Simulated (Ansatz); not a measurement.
## Trial structures of Zr2TeSe: starts and ends

Theory: DFT PBE, scalar-relativistic, plane waves, PAW (Ansatz). Settings: cutoff 420 eV, Γ-centred meshes spaced at most about 0.3 Å⁻¹, and about 0.25 Å⁻¹ or finer for metals (2π included), Gaussian smearing. No spin polarisation in the final relaxations.

Each guess was relaxed in cell and atoms at zero pressure, within the symmetry of its start. These are static total energies at zero pressure. Coordination counts Se or Te atoms around Zr (for each partner element, those within 1.25 times its shortest distance or 1.15 times the sum of covalent radii, where it is the nearest in units of that sum or under 1.3).

```tsv
guess	made from	start group	V start (Å³/atom)	end group	V end (Å³/atom)	coordination at the end	gap on mesh (eV)	E over the lowest end (meV/atom)
1	CuPtO2 type	Pmmm	25.6	?	?	?	?	?
2	Co2SbAs type	P-6m2	19.9	P-6m2	22.0	Zr 6	0	0
3	PrTlSe2 type	R-3m	25.7	R-3m	23.2	Zr 6	0	173
4	random cell	P-3m1	23.6	P-3m1	22.4	Zr 6	0	191
```

Guess 1 as it starts:

```cif
data_structure
_symmetry_space_group_name_H-M 'Pmmm'
_symmetry_Int_Tables_number 47
_cell_length_a 3.7948
_cell_length_b 3.9952
_cell_length_c 6.7458
_cell_angle_alpha 90.000
_cell_angle_beta 90.000
_cell_angle_gamma 90.000
_cell_volume 102.27
loop_
_atom_site_label
_atom_site_type_symbol
_atom_site_symmetry_multiplicity
_atom_site_Wyckoff_symbol
_atom_site_fract_x
_atom_site_fract_y
_atom_site_fract_z
_atom_site_occupancy
Zr1 Zr 2 r 0.00000 0.50000 0.74797 1
Te1 Te 1 h 0.50000 0.50000 0.50000 1
Se1 Se 1 a 0.00000 0.00000 0.00000 1
```

**Question.** Predict the end of this guess and its energy over the lowest end.

**Answer.** It ends in space group Pmmm (No. 47), with a = 3.987 Å, b = 4.071 Å, c = 7.173 Å, 29.1 Å³/atom and no gap. It lies 0.55 eV/atom over the lowest end, above guess 4 and so the highest of the set. Counting Se or Te atoms around Zr, this end has Zr 4 and the lowest (guess 2) has Zr 6.

```
CELL_PARAMETERS angstrom
3.98740 0.00000 0.00000
0.00000 4.07114 0.00000
0.00000 0.00000 7.17274
ATOMIC_POSITIONS crystal
Zr 0.50000 0.00000 0.76783
Zr 0.50000 0.00000 0.23217
Te 0.50000 0.50000 0.50000
Se 0.00000 0.00000 0.00000
```

The zero of energy is the elements' standard structures at the same level; no fitted shifts are applied.

**Question.** Is the lowest end bound against the elements?

**Answer.** Yes: its formation energy is −1.06 eV/atom. It lies below the elements, which doesn't yet make it stable against other compounds or structures.

These runs have no spin–orbit coupling, which can matter for Te. The reference forms of Se and Te are held partly by dispersion forces, which this level lacks. Cells relaxed within their symmetry can be saddle points. A lower structure may well exist outside this small set. Some candidate types were left out of the draw beforehand, so a known form may be missing.
